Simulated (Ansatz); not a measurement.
**AlFe$_{2}$: a fit and a missing row**

AlFe$_{2}$, P6/mmm, a = 4.165 Å, c = 2.536 Å. The structure is a Materials Project entry; whether it is the stable form wasn't checked. Ansatz: r2SCAN, PAW, 500 eV, Γ-centred 12×12×16 mesh on 3 atoms, Gaussian smearing 0.10 eV; collinear spin, largest moment 2.6 μB. Shape and atoms are relaxed at each volume; pressure is positive in compression.

```tsv
V (Å³/atom)	P (GPa)
11.940	10.45
12.321	4.86
12.702	0.01
13.083	?
13.464	-7.59
```

Take V0 = 12.702 Å³/atom, count pressures from its P0 = 0.01 GPa, fit the third-order Birch–Murnaghan form to the other rows, and predict the missing pressure.

With the Eulerian strain f = ½[(V0/V)^(2/3) − 1] and y = (P − P0)/[3f(1 + 2f)^(5/2)], the form is the line y = B0 + 1.5 B0 (B0′ − 4) f. Rows (f, y): 0.02105, 149.1; 0.01026, 149.8; -0.01905, 146.5. Means f = 0.004087, y = 148.47; Σ(Δf)² = 0.0008612, ΣΔfΔy = 0.06448; the slope is their ratio. y = 148.2 + 74.87 f GPa, so B0 = 148.2 GPa and B0′ = 4 + 2 × (74.87)/(3 × 148.2) = 4.34. At V = 13.083, f = -0.00975, y = 147.47 and P = -4.10 GPa. The run gave -4.06 GPa, so the fit is 0.04 GPa too low, within twice the rms miss on the fitted rows (0.03 GPa).

The state reached may not be the lowest one. Only parallel moments were tried here.

Cost: 5 runs of about 16 core-minutes in all, on Arm Neoverse V1 (shared hosts).